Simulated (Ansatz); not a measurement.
# Formation energy of LaIn

```xyz
2
Lattice="3.8955 0.0000 0.0000 0.0000 3.8955 0.0000 0.0000 0.0000 3.8955" Properties=species:S:1:pos:R:3 pbc="T T T"
La    1.9477    1.9477    1.9477
In    0.0000    0.0000    0.0000
```

The cell comes from a relaxation on PAW files under the same functional, begun from a database entry that needn't be the ground state.

Level of theory: DFT with PBEsol, scalar-relativistic, in Ansatz 0.2.0; a Γ-centred 11×11×11 k mesh, Fermi–Dirac smearing of 0.05 eV, no spin polarisation. LAPW: all electrons, basis error target 0.5 meV/atom; PAW: frozen-core files, cutoff 420 eV.

The elements are taken as In bct, La dhcp, each relaxed on PAW files under the same functional and computed by the same method as the compound; zero-point and thermal terms are left out.

Spin–orbit coupling is left out, which matters for the heavy atoms. The PAW files were made under PBE.

Problem. What is the formation energy by LAPW, and how far do the other methods lie from it?

Solution. -0.527 eV/atom; PAW -0.2 meV/atom. The compound is bound against these elements; other compounds of the system weren't compared.

Problem. Give the LAPW value for one formula unit in kJ/mol.

Solution. -0.527 eV/atom × 2 atoms × 96.485 kJ/(mol·eV) = -101.7 kJ/mol, at zero temperature and without zero-point motion.
